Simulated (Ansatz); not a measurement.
LuTe:
```
LuTe
1.0
    0.00000     2.97484     2.97484
    2.97484     0.00000     2.97484
    2.97484     2.97484     0.00000
Te Lu
1 1
Direct
  0.50000   0.50000   0.50000
  0.00000   0.00000   0.00000
```

Relaxed with PBEsol. Special points in fractions of this cell's reciprocal vectors: Γ (0.000, 0.000, 0.000); X (0.500, 0.000, 0.500); U (0.625, 0.250, 0.625); K (0.375, 0.375, 0.750); L (0.500, 0.500, 0.500); W (0.500, 0.250, 0.750).

Question: List the band energies nearest the Fermi level at these points for the program Ansatz at the PBEsol level (PAW).

Answer: In eV from the Fermi level; about four levels below and three above (degenerate sets whole), none deeper than 8.9 eV; points with the same levels are listed once.

| k | below | above |
|---|---|---|
| Γ | -2.16 -2.16 -2.16 -0.28 -0.28 -0.28 | 0.46 0.46 1.07 |
| X | -5.72 -3.56 -3.56 -2.14 | 0.14 1.53 3.02 3.02 |
| U | -5.46 -5.44 -4.02 -0.71 | 1.69 2.40 2.73 |
| L | -6.23 -6.22 -4.39 -4.39 | 1.46 1.92 2.08 2.08 |
| W | -6.22 -5.13 -5.13 -5.08 | 0.88 0.93 0.93 |

Space group Fm-3m (rock salt). The workflow started from an entry of the Crystallography Open Database (COD). Whether it is the stable phase at ambient conditions was not checked. The PBEsol relaxation kept the symmetry of its start; its stability against distortions is not shown here. With an odd number of electrons in the cell and no spin polarisation, the count alone makes it a metal. Scalar-relativistic: spin–orbit coupling is off unless named, which matters more the heavier the elements.

Potentials: the later of the program's two PAW sets.
